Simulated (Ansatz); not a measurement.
Bi2Se3 in space group R-3m (No. 166; Bi on 6c, Se on 3a, Se on 6c), the program Ansatz at the r²SCAN+D4 level (PAW). The conduction-band minimum lies at Γ, with 1 equivalent valley. Second derivatives d²E/dk² of the lowest band at one valley (eV·Å²), along Cartesian directions:

| direction | d²E/dk² |
|---|---|
| [100] | 66.96 |
| [010] | 66.96 |
| [001] | 13.54 |
| [110] | 66.96 |
| [101] | 40.25 |
| [011] | 40.22 |

Task: Find the principal effective masses, the density-of-states mass and the conductivity mass.

Result: Off-diagonal terms follow from H_xy = H[110] − (H_xx + H_yy)/2, and m*/mₑ = 7.620 eV·Å² over each eigenvalue: 0.11, 0.11, 0.56. One valley's DOS mass (m₁m₂m₃)^(1/3) = 0.19, conductivity mass 3/(Σ 1/mᵢ) = 0.16 mₑ.

Task: What effective density of states Nc follows at 300 K for parabolic valleys?

Result: Nc = 2.509e19 × 1 × (0.19)^(3/2) ≈ 2.1e18 cm⁻³.

The r²SCAN+D4 relaxation kept the symmetry of its start. Scalar-relativistic: spin–orbit coupling is off unless named, which matters more the heavier the elements.

Potentials: the later of the program's two PAW sets.

Edges and masses are those of Kohn–Sham bands, whose gap is no quasiparticle gap.
